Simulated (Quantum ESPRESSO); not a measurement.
# NbHfTaF2O6: one run as intended and one with a planted mistake

A calculation, not a measurement. The program is pw.x of Quantum ESPRESSO 7.5 (plane-wave density functional theory). The cell is made up: 11 atoms on a rutile lattice with one site empty, with randomly drawn elements, strain and displacements, not relaxed. PseudoDojo standard norm-conserving files (v0.5 for PBE, v0.4.1 for LDA and PBEsol) set the functional; there is no spin polarisation, spin-orbit coupling or dispersion term, and the masses in the input are unused placeholders.

The hafnium pseudopotential is less sure than the others, with forces about 3 percent (worst 6) and pressure in oxides about 1.5 GPa (worst 2.7) from a second method in checks, which no rerun with the same files tests.

Intended input:

```
&control calculation='scf', pseudo_dir='./dojo.nc.sr.pbe.v0_5.standard.upf', outdir='./o', disk_io='medium', tprnfor=.true., tstress=.true. /
&system ibrav=0, nat=11, ntyp=5, nbnd=50, ecutwfc=84.00895049, nosym=.true., tot_charge=0,
 occupations='smearing', smearing='fd', degauss=0.0018374661
/
&electrons conv_thr=7.350e-09, electron_maxstep=60, /
ATOMIC_SPECIES
F 1.0 F.upf
Hf 1.0 Hf.upf
Nb 1.0 Nb.upf
O 1.0 O.upf
Ta 1.0 Ta.upf
CELL_PARAMETERS angstrom
4.9946 0.0 0.0
0.0 4.9946 0.0
0.0 0.0 6.6048
ATOMIC_POSITIONS angstrom
Nb -0.04 -0.0219 -0.0586
Hf 0.0015 0.021 3.2912
Ta 2.5717 2.4764 5.0452
F 1.4598 1.5458 -0.0911
O 3.3631 3.3784 0.0035
O 4.0052 1.0283 1.6571
F 0.9791 4.1562 1.5972
O 1.5139 1.4817 3.436
O 3.3788 3.491 3.2776
O 4.0741 1.0377 4.8962
O 0.9256 4.0686 4.9234
K_POINTS automatic
5 5 4 1 1 1
```

The log is shortened where brackets say so; the opening notice, blank lines, dates and the lines on written files are dropped, and the path of the files is cut. It prints rydbergs, bohrs and kilobars, and counts compression as positive stress. Where no state is partly filled, the Fermi energy that it prints is only some level between the filled and the empty states on the mesh, and need not lie in the true gap.

Log of the intended run:

```
     Program PWSCF v.7.5
     Parallel version (MPI & OpenMP), running on       1 processor cores
     Number of MPI processes:                 1
     Threads/MPI process:                     1
     [start-up lines left out]
     bravais-lattice index     =            0
     lattice parameter (alat)  =       9.4384  a.u.
     unit-cell volume          =    1111.8794 (a.u.)^3
     number of atoms/cell      =           11
     number of atomic types    =            5
     number of electrons       =        88.00
     number of Kohn-Sham states=           50
     kinetic-energy cutoff     =      84.0090  Ry
     charge density cutoff     =     336.0358  Ry
     scf convergence threshold =      7.3E-09
     mixing beta               =       0.7000
     number of iterations used =            8  plain     mixing
     Exchange-correlation= PBE
                           (   1   4   3   4   0   0   0)
     [axes and pseudopotential details left out]
   Cartesian axes
     site n.     atom                  positions (alat units)
         1        Nb     tau(   1) = (  -0.0080086  -0.0043847  -0.0117327  )
         2        Hf     tau(   2) = (   0.0003003   0.0042045   0.6589517  )
         3        Ta     tau(   3) = (   0.5148961   0.4958155   1.0101309  )
         4        F      tau(   4) = (   0.2922757   0.3094943  -0.0182397  )
         5        O      tau(   5) = (   0.6733472   0.6764105   0.0007008  )
         6        O      tau(   6) = (   0.8019061   0.2058824   0.3317783  )
         7        F      tau(   7) = (   0.1960317   0.8321387   0.3197854  )
         8        O      tau(   8) = (   0.3031074   0.2966604   0.6879430  )
         9        O      tau(   9) = (   0.6764906   0.6989549   0.6562287  )
        10        O      tau(  10) = (   0.8157010   0.2077644   0.9802987  )
        11        O      tau(  11) = (   0.1853201   0.8145998   0.9857446  )
     number of k points=    50  Fermi-Dirac smearing, width (Ry)=  0.0018
                       cart. coord. in units 2pi/alat
        k(    1) = (   0.1000000   0.1000000   0.0945260), wk =   0.0400000
        k(    2) = (   0.1000000   0.1000000   0.2835779), wk =   0.0400000
     [further k points left out]
     Dense  grid:   115761 G-vectors     FFT dimensions: (  60,  60,  75)
     Estimated max dynamical RAM per process >     195.25 MB
     Initial potential from superposition of free atoms
     starting charge      87.9949, renormalised to      88.0000
     Starting wfcs are   62 randomized atomic wfcs
     total cpu time spent up to now is       13.3 secs
     per-process dynamical memory:   106.4 Mb
     Self-consistent Calculation
     iteration #  1     ecut=    84.01 Ry     beta= 0.70
     Davidson diagonalization with overlap
     ethr =  1.00E-02,  avg # of iterations =  2.0
     total cpu time spent up to now is       38.4 secs
     total energy              =    -661.68708536 Ry
     estimated scf accuracy    <       6.53383717 Ry
     iteration #  2     ecut=    84.01 Ry     beta= 0.70
     Davidson diagonalization with overlap
     ethr =  7.42E-03,  avg # of iterations =  6.6
     total cpu time spent up to now is       81.2 secs
     total energy              =    -655.70678019 Ry
     estimated scf accuracy    <      83.20040716 Ry
     [iterations 3 to 18 left out]
     iteration # 19     ecut=    84.01 Ry     beta= 0.70
     Davidson diagonalization with overlap
     ethr =  1.03E-10,  avg # of iterations =  2.5
     total cpu time spent up to now is      568.5 secs
     total energy              =    -665.37585726 Ry
     estimated scf accuracy    <       0.00000003 Ry
     iteration # 20     ecut=    84.01 Ry     beta= 0.70
     Davidson diagonalization with overlap
     ethr =  3.63E-11,  avg # of iterations =  2.0
     total cpu time spent up to now is      592.6 secs
     End of self-consistent calculation
     [lines on levels left out]
     the Fermi energy is     6.4537 ev
!    total energy              =    -665.37585726 Ry
     estimated scf accuracy    <          1.6E-09 Ry
     smearing contrib. (-TS)   =      -0.00000004 Ry
     internal energy E=F+TS    =    -665.37585722 Ry
     The total energy is F=E-TS. E is the sum of the following terms:
     one-electron contribution =    -266.82419170 Ry
     hartree contribution      =     169.30284961 Ry
     xc contribution           =    -155.10796013 Ry
     ewald contribution        =    -412.74655500 Ry
     convergence has been achieved in  20 iterations
     Forces acting on atoms (cartesian axes, Ry/au):
     atom    1 type  3   force =    -0.13726870    0.00695439    0.08012800
     atom    2 type  2   force =    -0.02757759    0.03529890   -0.07342419
     atom    3 type  5   force =     0.03674021    0.06921532   -0.23854013
     atom    4 type  1   force =    -0.02591018   -0.03335309   -0.01690291
     atom    5 type  4   force =     0.06928136    0.06723851   -0.09034525
     atom    6 type  4   force =     0.10976675   -0.11728318   -0.10978952
     atom    7 type  1   force =    -0.02058169    0.00983906   -0.04653949
     atom    8 type  4   force =    -0.00571067   -0.00468849    0.12192901
     atom    9 type  4   force =     0.01375991   -0.00791582    0.17449061
     atom   10 type  4   force =    -0.01593307   -0.01123148    0.09824710
     atom   11 type  4   force =     0.00343369   -0.01407414    0.10074678
     Total force =     0.471021     Total SCF correction =     0.000110
     Computing stress (Cartesian axis) and pressure
          total   stress  (Ry/bohr**3)                   (kbar)     P=     -213.20
  -0.00119910  -0.00027060  -0.00000448         -176.39      -39.81       -0.66
  -0.00027060  -0.00120765  -0.00015386          -39.81     -177.65      -22.63
  -0.00000448  -0.00015386  -0.00194109           -0.66      -22.63     -285.54
     init_run     :     12.55s CPU     13.20s WALL (       1 calls)
     electrons    :    574.66s CPU    579.30s WALL (       1 calls)
     forces       :      5.64s CPU      5.68s WALL (       1 calls)
     stress       :     21.17s CPU     21.28s WALL (       1 calls)
     [timing details left out]
     PWSCF        :  10m14.18s CPU  10m19.77s WALL
     JOB DONE.
```

A second run has one planted mistake: the files are those of another functional. The input lines that differ, file-writing options aside:

```
- &control calculation='scf', pseudo_dir='./dojo.nc.sr.pbe.v0_5.standard.upf', outdir='./o', disk_io='medium', tprnfor=.true., tstress=.true. /
+ &control calculation='scf', pseudo_dir='./dojo.nc.sr.pbesol.v0_4_1.standard.upf', outdir='./o', disk_io='medium', tprnfor=.true., tstress=.true. /
```

Its log:

```
     Program PWSCF v.7.5
     Parallel version (MPI & OpenMP), running on       1 processor cores
     Number of MPI processes:                 1
     Threads/MPI process:                     1
     [start-up lines left out]
     bravais-lattice index     =            0
     lattice parameter (alat)  =       9.4384  a.u.
     unit-cell volume          =    1111.8794 (a.u.)^3
     number of atoms/cell      =           11
     number of atomic types    =            5
     number of electrons       =        88.00
     number of Kohn-Sham states=           50
     kinetic-energy cutoff     =      84.0090  Ry
     charge density cutoff     =     336.0358  Ry
     scf convergence threshold =      7.3E-09
     mixing beta               =       0.7000
     number of iterations used =            8  plain     mixing
     Exchange-correlation= PBESOL
                           (   1   4  10   8   0   0   0)
     [axes and pseudopotential details left out]
   Cartesian axes
     site n.     atom                  positions (alat units)
         1        Nb     tau(   1) = (  -0.0080086  -0.0043847  -0.0117327  )
         2        Hf     tau(   2) = (   0.0003003   0.0042045   0.6589517  )
         3        Ta     tau(   3) = (   0.5148961   0.4958155   1.0101309  )
         4        F      tau(   4) = (   0.2922757   0.3094943  -0.0182397  )
         5        O      tau(   5) = (   0.6733472   0.6764105   0.0007008  )
         6        O      tau(   6) = (   0.8019061   0.2058824   0.3317783  )
         7        F      tau(   7) = (   0.1960317   0.8321387   0.3197854  )
         8        O      tau(   8) = (   0.3031074   0.2966604   0.6879430  )
         9        O      tau(   9) = (   0.6764906   0.6989549   0.6562287  )
        10        O      tau(  10) = (   0.8157010   0.2077644   0.9802987  )
        11        O      tau(  11) = (   0.1853201   0.8145998   0.9857446  )
     number of k points=    50  Fermi-Dirac smearing, width (Ry)=  0.0018
                       cart. coord. in units 2pi/alat
        k(    1) = (   0.1000000   0.1000000   0.0945260), wk =   0.0400000
        k(    2) = (   0.1000000   0.1000000   0.2835779), wk =   0.0400000
     [further k points left out]
     Dense  grid:   115761 G-vectors     FFT dimensions: (  60,  60,  75)
     Estimated max dynamical RAM per process >     195.25 MB
     Initial potential from superposition of free atoms
     starting charge      87.9953, renormalised to      88.0000
     Starting wfcs are   62 randomized atomic wfcs
     total cpu time spent up to now is       14.3 secs
     per-process dynamical memory:   115.4 Mb
     Self-consistent Calculation
     iteration #  1     ecut=    84.01 Ry     beta= 0.70
     Davidson diagonalization with overlap
     ethr =  1.00E-02,  avg # of iterations =  2.0
     total cpu time spent up to now is       40.8 secs
     total energy              =    -660.61930675 Ry
     estimated scf accuracy    <       6.19516430 Ry
     iteration #  2     ecut=    84.01 Ry     beta= 0.70
     Davidson diagonalization with overlap
     ethr =  7.04E-03,  avg # of iterations =  6.7
     total cpu time spent up to now is       86.6 secs
     total energy              =    -654.87138526 Ry
     estimated scf accuracy    <      80.71221818 Ry
     [iterations 3 to 18 left out]
     iteration # 19     ecut=    84.01 Ry     beta= 0.70
     Davidson diagonalization with overlap
     ethr =  1.50E-10,  avg # of iterations =  2.2
     total cpu time spent up to now is      651.8 secs
     total energy              =    -664.14535744 Ry
     estimated scf accuracy    <       0.00000002 Ry
     iteration # 20     ecut=    84.01 Ry     beta= 0.70
     Davidson diagonalization with overlap
     ethr =  2.38E-11,  avg # of iterations =  4.9
     total cpu time spent up to now is      681.2 secs
     End of self-consistent calculation
     [lines on levels left out]
     the Fermi energy is     6.3238 ev
!    total energy              =    -664.14535743 Ry
     estimated scf accuracy    <          6.0E-09 Ry
     smearing contrib. (-TS)   =      -0.00000004 Ry
     internal energy E=F+TS    =    -664.14535740 Ry
     The total energy is F=E-TS. E is the sum of the following terms:
     one-electron contribution =    -266.78025878 Ry
     hartree contribution      =     168.53349298 Ry
     xc contribution           =    -153.15203661 Ry
     ewald contribution        =    -412.74655500 Ry
     convergence has been achieved in  20 iterations
     Forces acting on atoms (cartesian axes, Ry/au):
     atom    1 type  3   force =    -0.13347483    0.00802271    0.07796729
     atom    2 type  2   force =    -0.02607585    0.03680221   -0.07133613
     atom    3 type  5   force =     0.03716860    0.06717950   -0.23291615
     atom    4 type  1   force =    -0.02524285   -0.03368531   -0.02454744
     atom    5 type  4   force =     0.06795891    0.06477808   -0.09887028
     atom    6 type  4   force =     0.11615505   -0.12374719   -0.10708850
     atom    7 type  1   force =    -0.02907955    0.01773199   -0.04556224
     atom    8 type  4   force =    -0.00827872   -0.00771914    0.12721523
     atom    9 type  4   force =     0.01567559   -0.00682830    0.17962576
     atom   10 type  4   force =    -0.01455563   -0.01270863    0.09631432
     atom   11 type  4   force =    -0.00025071   -0.00982592    0.09919814
     Total force =     0.473452     Total SCF correction =     0.000203
     Computing stress (Cartesian axis) and pressure
          total   stress  (Ry/bohr**3)                   (kbar)     P=     -257.53
  -0.00148302  -0.00028097  -0.00000560         -218.16      -41.33       -0.82
  -0.00028097  -0.00148834  -0.00015433          -41.33     -218.94      -22.70
  -0.00000560  -0.00015433  -0.00228059           -0.82      -22.70     -335.49
     init_run     :     13.59s CPU     14.22s WALL (       1 calls)
     electrons    :    643.52s CPU    666.90s WALL (       1 calls)
     forces       :      5.88s CPU      5.94s WALL (       1 calls)
     stress       :     23.18s CPU     24.16s WALL (       1 calls)
     [timing details left out]
     PWSCF        :  11m26.32s CPU  11m51.59s WALL
     JOB DONE.
```

|  | intended run | run with the mistake |
| --- | --- | --- |
| free energy (eV) | -9052.900 | -9036.158 |
| smearing term -TS (eV) | 0.0000 | 0.0000 |
| pressure (GPa) | -21.32 | -25.75 |
| largest force component (eV/Å) | 6.133 | 5.989 |
| largest change of a force component (eV/Å) |  | 0.219 |
| iterations | 20 | 20 |

For scale, a rerun of the intended cell at 1467 eV and a 7 x 7 x 6 mesh moved values by no more than 0.004 eV in energy, 0.03 GPa in stress and 0.002 eV/Å in force. Files of another functional have another zero of energy, so the energy change says nothing on stability.